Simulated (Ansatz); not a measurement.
# Ansatz 0.2.0, vacancy hop by nudged elastic band: Y2H2C

Launch command:

```bash
ansatz run input.yaml --threads 4 --pin off --max-ram 8192MiB --backend cpu --events-out ev --progress --plain --runs-dir out
```

input.yaml:

```yaml
crystal:
  lattice:
    - [7.38508511, -1.24e-06, 0.0]
    - [-3.69254364, 6.39567069, 0.0]
    - [0.0, 0.0, 6.05790894]
  atoms:
    - { symbol: H, position: [0.16917454, 0.33522012, 0.61292535] }
    - { symbol: H, position: [0.33380144, 0.16847429, 0.38789679] }
    - { symbol: "Y", position: [0.16952968, 0.32899334, 0.22428812] }
    - { symbol: "Y", position: [0.32953006, 0.16657433, 0.7713422] }
    - { symbol: H, position: [0.16327773, 0.83047289, 0.60084701] }
    - { symbol: H, position: [0.33613486, 0.67093305, 0.39260372] }
    - { symbol: "Y", position: [0.1638953, 0.83483372, 0.22026315] }
    - { symbol: "Y", position: [0.33689289, 0.66803528, 0.77755972] }
    - { symbol: C, position: [0.00223491, 0.50298304, -0.00128279] }
    - { symbol: H, position: [0.66477662, 0.32784437, 0.60450212] }
    - { symbol: H, position: [0.8347837, 0.16577649, 0.3899233] }
    - { symbol: "Y", position: [0.6660465, 0.33200484, 0.23040162] }
    - { symbol: "Y", position: [0.83175013, 0.16497482, 0.76983882] }
    - { symbol: C, position: [0.50431134, 0.00353581, -0.00189863] }
    - { symbol: H, position: [0.66707518, 0.83323142, 0.60935956] }
    - { symbol: H, position: [0.82916099, 0.65880651, 0.39341318] }
    - { symbol: "Y", position: [0.67138717, 0.83743263, 0.23031318] }
    - { symbol: "Y", position: [0.8338757, 0.66924241, 0.77920214] }
    - { symbol: C, position: [0.49865441, 0.50087936, 0.00064636] }
kpoints:
  mp_grid: { grid: [2, 2, 2] }
magnetization:
  spin_polarized: false
scf:
  occupations: { method: cold, width: 0.15 }
hamiltonian:
  pseudopotentials: { kind: paw }
  xc: lda
basis:
  ecutwfc: 420
neb:
  images: 5
  relax_end_points: true
  climbing: true
  f_tol: 0.05
  max_iterations: 40
  order_check: false
  final_atoms:
    - { symbol: H, position: [0.16917454, 0.33522012, 0.61292535] }
    - { symbol: H, position: [0.33380144, 0.16847429, 0.38789679] }
    - { symbol: "Y", position: [0.16952968, 0.32899334, 0.22428812] }
    - { symbol: "Y", position: [0.32953006, 0.16657433, 0.7713422] }
    - { symbol: H, position: [0.16327773, 0.83047289, 0.60084701] }
    - { symbol: H, position: [0.33613486, 0.67093305, 0.39260372] }
    - { symbol: "Y", position: [0.1638953, 0.83483372, 0.22026315] }
    - { symbol: "Y", position: [0.33689289, 0.66803528, 0.77755972] }
    - { symbol: C, position: [0.00223491, 0.50298304, -0.00128279] }
    - { symbol: H, position: [0.66477662, 0.32784437, 0.60450212] }
    - { symbol: H, position: [0.8347837, 0.16577649, 0.3899233] }
    - { symbol: "Y", position: [0.6660465, 0.33200484, 0.23040162] }
    - { symbol: "Y", position: [0.83175013, 0.16497482, 0.76983882] }
    - { symbol: C, position: [0.50431134, 0.00353581, -0.00189863] }
    - { symbol: H, position: [0.66707518, 0.83323142, 0.60935956] }
    - { symbol: H, position: [0.82916099, 0.65880651, 0.39341318] }
    - { symbol: "Y", position: [0.67138717, 0.83743263, 0.23031318] }
    - { symbol: "Y", position: [0.8338757, 0.66924241, 0.77920214] }
    - { symbol: C, position: [0.00563943, 0.00380698, -0.00379378] }
```

Origin of the cell: a database entry, scaled a little.

The cell is 2×2×1 cells of Y2H2C with one C taken out; atom 19 (C) hops into the empty site, 3.66 Å away before the end points are relaxed. All atoms were shaken by about 0.02 Å first.

Output (shortened):

```
Warning: neb: disabling space-group detection — the band's intermediate images generally break the endpoint symmetry, so no spatial operation reduces the k-mesh or symmetrises the density, ex […]
Pseudopotentials: kind: paw
Pseudopotential: H, paw, valence charge 1, recommended cutoff 420 eV (normal), H.paw.azcp
Pseudopotential: Y, paw, valence charge 11, recommended cutoff 420 eV (normal), Y.paw.azcp
Pseudopotential: C, paw, valence charge 4, recommended cutoff 420 eV (normal), C.paw.azcp
Functional definition: SPW92
  exchange = slater_x
  correlation = pw_c
parallel-image band execution: 4 concurrent image workers
NEB image 0
Crystal: 19 atoms, lattice volume = 286.131 Å³
Basis set: ecut = 420 eV, 5577 PW (Γ)
Bands: 73, of which v1, the nominal top of the filled ones, is band 54 counted from 1 (53 counted from 0)
Symmetry: 1 space group operations
[… 9 lines left out …]
Initial density: superposition of atomic densities (neutral atoms: chi_scale 0, normalization atom), corrected by the library's trained network
Functional: x = slater, c = lda
SCF iter   1: F=—  HF=-30828.879036 eV  Δρ=1.12e-2  dr2=5.15e-1
SCF iter   2: F=—  HF=-30828.791945 eV  S|Δr|=    0.00e0  Δρ=5.72e-3  dr2=1.61e-1
SCF iter   3: F=—  HF=-30828.757257 eV  S|Δr|=    0.00e0  Δρ=2.37e-3  dr2=5.44e-2
[… 3 lines left out …]
SCF iter   7: F=—  HF=-30828.744202 eV  S|Δr|=    0.00e0  Δρ=3.50e-5  dr2=6.14e-6
SCF iter   8: F=—  HF=-30828.744201 eV  S|Δr|=    0.00e0  Δρ=7.76e-6  dr2=3.24e-7
SCF iter   9: F=-30828.744201 eV  HF=-30828.744201 eV  S|Δr|=    0.00e0  Δρ=1.84e-6  dr2=2.25e-8
NEB iter   1: max|band force component| = 7.131e0 eV/Å  barrier→ = 7.0065 eV  barrier← = 7.0065 eV  Δτ_max = 0.2000 Å  (64 SCF iters)
NEB iter   2: max|band force component| = 1.925e0 eV/Å  barrier→ = 4.7052 eV  barrier← = 4.7052 eV  Δτ_max = 0.1935 Å  (45 SCF iters)
NEB iter   3: max|band force component| = 7.696e-1 eV/Å  barrier→ = 3.5283 eV  barrier← = 3.5283 eV  Δτ_max = 0.0938 Å  (44 SCF iters)
NEB iter   4: max|band force component| = 2.654e-1 eV/Å  barrier→ = 3.2348 eV  barrier← = 3.2348 eV  CI = image 3  Δτ_max = 0.0605 Å  (39 SCF iters)
NEB iter   5: max|band force component| = 1.339e-1 eV/Å  barrier→ = 3.1876 eV  barrier← = 3.1876 eV  CI = image 3  Δτ_max = 0.0412 Å  (38 SCF iters)
NEB iter   6: max|band force component| = 8.807e-2 eV/Å  barrier→ = 3.1696 eV  barrier← = 3.1695 eV  CI = image 3  Δτ_max = 0.0388 Å  (36 SCF iters)
NEB iter   7: max|band force component| = 8.924e-2 eV/Å  barrier→ = 3.1642 eV  barrier← = 3.1642 eV  CI = image 3  Δτ_max = 0.0194 Å  (36 SCF iters)
NEB iter   8: max|band force component| = 4.039e-2 eV/Å  barrier→ = 3.1596 eV  barrier← = 3.1596 eV  CI = image 3  Δτ_max = 0.0387 Å  (33 SCF iters)
NEB iter   9: max|band force component| = 9.355e-2 eV/Å  barrier→ = 3.1557 eV  barrier← = 3.1557 eV  CI = image 3  Δτ_max = 0.0537 Å  (7 SCF iters)
NEB iter  10: max|band force component| = 3.768e-2 eV/Å  barrier→ = 3.1540 eV  barrier← = 3.1540 eV  CI = image 3  Δτ_max = 0.0000 Å  (37 SCF iters)
--- NEB band (7 images, 10 band iterations, 379 SCF iterations, 60 more in tests of the images' electronic states and relaxations of end points) ---
  forward barrier  = 3.154041 eV
  backward barrier = 3.154023 eV
  lagrangian_above_aufbau_ev (what the smearing adds, to first order; not taken off the barriers): saddle image -0.024133 eV, end points -0.025383 and -0.025137 eV
  climbing image's point = of an order that was not read
  energies are F+E_penalty+E_count in eV, relative to image 0
  image     s (Å)  Δ vs image 0  max|band force component| (eV/Å)
      0    0.0000      0.000000                                 —
      1    0.7516      0.757045                          2.727e-2
      2    1.5030      2.125306                          3.750e-2
  *   3    2.2545      3.154041                          1.391e-2
      4    3.0063      2.124944                          3.768e-2
      5    3.7580      0.756302                          2.697e-2
      6    4.5098      0.000017                                 —
```

The converged band:

| image | path over all atoms (Å) | ΔF (eV) | C x | y | z (Å) |
| --- | --- | --- | --- | --- | --- |
| 0 | 0.00 | 0.000 | 1.85 | 3.20 | 0.00 |
| 1 | 0.75 | 0.757 | 1.59 | 2.76 | 0.00 |
| 2 | 1.50 | 2.125 | 1.28 | 2.22 | 0.00 |
| 3 | 2.25 | 3.154 | 0.93 | 1.60 | 0.00 |
| 4 | 3.01 | 2.125 | 0.57 | 0.98 | 0.00 |
| 5 | 3.76 | 0.756 | 0.26 | 0.44 | 0.00 |
| 6 | 4.51 | 0.000 | 0.00 | 0.00 | 0.00 |

Highest image (3), forces in eV/Å:

```xyz
19
Lattice="7.385 0.000 0.000 -3.693 6.396 0.000 0.000 0.000 6.058" Properties=species:S:1:pos:R:3:forces:R:3 pbc="T T T" image=3
H    -0.052    2.164    3.750   -0.003    0.002   -0.001
H     1.905    1.035    2.302    0.003   -0.002    0.001
Y    -0.373    2.350    1.664   -0.010    0.005    0.013
Y     2.227    0.849    4.388    0.009   -0.006   -0.011
H    -1.768    5.203    3.632    0.002   -0.001    0.004
H    -0.071    4.391    2.420   -0.002    0.001   -0.004
Y    -1.915    5.525    1.200   -0.003   -0.014    0.003
Y     0.076    4.070    4.851    0.004    0.014   -0.004
C    -1.994    3.285   -0.023    0.008   -0.005    0.004
H     3.844    2.131    3.632    0.002   -0.001    0.004
H     5.395    1.068    2.420   -0.002    0.001   -0.004
Y     3.491    2.098    1.200    0.010    0.010    0.003
Y     5.747    1.101    4.851   -0.010   -0.010   -0.004
C     3.847   -0.086    0.017   -0.008    0.005   -0.005
H     1.958    5.268    3.951   -0.002    0.001   -0.001
H     3.587    4.327    2.101    0.002   -0.001    0.001
Y     1.635    5.454    1.713   -0.004    0.002    0.007
Y     3.910    4.141    4.339    0.004   -0.002   -0.007
C     0.927    1.600   -0.003    0.000    0.000    0.000
```

Barrier of this path: 3.15 eV forwards, 3.15 eV backwards, after 10 band iterations.

Caveats: the k mesh is coarse if the cell is a metal; a small cell with a neutral vacancy and no spin, whose shape can make like sites unlike; the cell is held at a rescaled volume, and strain moves barriers; the hop was drawn among near neighbours and need not be the easiest path; few images and a loose tolerance, and neither the top nor the ends were tested for their order.

It ran for 2.9 min on 4 threads of Arm Neoverse V1 (shared host), peak memory 1.4 GiB, from the program's own first density.
